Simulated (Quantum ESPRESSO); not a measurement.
# Where does Ga sit best among Mg sites?

The results below are calculated, not measured. They come from pw.x of Quantum ESPRESSO 7.5, a plane-wave density functional program, with PseudoDojo standard norm-conserving files (v0.5 for PBE, v0.4.1 for LDA and PBEsol). The cells are made up: elements, strain and atom displacements were drawn at random, and nothing was relaxed. There is no spin polarisation, spin-orbit coupling or dispersion term.

The cell has 8 sites of a wurtzite lattice (rectangular cell). Sites 1 to 4 hold X X X X; sites 5 to 8 hold S Se Se Se. Cell vectors in Å: (4.019, 0.032, 0.005); (0.054, 6.993, 0.070); (0.007, 0.066, 6.531). Settings: PBE, cutoff 1170 eV, 6 x 6 x 6 k mesh shifted by half a step, Fermi-Dirac smearing of 0.1 eV.

In each run one of the sites marked X holds Ga and the others hold Mg; cell and positions stay the same. E is the free energy of the cell.

```
site of the guest,first shell,mean distance (Å),E above the lowest (eV),P (GPa),force on the guest (eV/Å)
1,SSe3,2.459,0.014,9.57,1.434
2,Se4,2.424,0.001,9.46,1.574
3,S2Se2,2.513,0.094,9.77,0.753
4,SSe3,2.473,0.000,9.50,2.554
```

A rerun of one of these cells at 1467 eV and k mesh 8 x 8 x 8 moved values by no more than 0.002 eV in the cell's energy, 0.17 GPa in stress and 0.018 eV/Å in force.

## Reading the table

Sites 4 and 2 are too close to be ranked against the rerun's bound. The first shells differ, so neighbours and distances change together and cannot be told apart here. The positions are random and not relaxed, so the differences hold for this frozen cell and are not site preferences of a real crystal.